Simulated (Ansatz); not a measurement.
Ba3MgTa2O9 in space group P-3m1 (No. 164; Pearson symbol hP15), PBEsol in the plane-wave PAW code Ansatz, all energies at zero smearing, with the estimated change up to a 700 eV cutoff added, with one set of potentials and settings (totals compare only within such a set). Cell of 15 atoms (3 Ba, 1 Mg, 2 Ta, 9 O): -44184.192 eV.

| element | reference phase | E (eV/atom) |
|---|---|---|
| Ba | Im-3m, 1 atoms in the cell | -5862.6098 |
| Mg | P6_3/mmc, 2 atoms in the cell | -1912.0511 |
| Ta | Im-3m, 1 atoms in the cell | -9806.5011 |
| O | C2/m, 4 atoms in the cell, spin-polarised | -558.3554 |

Formation energy per atom, worked out: (-44184.192 − 3×(-5862.6098) − 1×(-1912.0511) − 2×(-9806.5011) − 9×(-558.3554))/15 = -3.074 eV/atom (-297 kJ per mol of atoms), at 0 K, without zero-point energy or fitted corrections.

The first step of the workflow began from a Materials Project structure, measured or hypothetical; the Crystallography Open Database files this formula in space group No. 164, but the cells were not matched. Its standing as an ambient phase is unchecked. The cell was relaxed with PBEsol under the symmetry of its start; its stability against distortions is not shown here. The run is not spin-polarised. The references are the lowest solids computed at this level, not always the standard phases (solids in place of the gases). Scalar-relativistic: spin–orbit coupling is off unless named, which matters more the heavier the elements.

Potentials: the later of the program's two PAW sets.
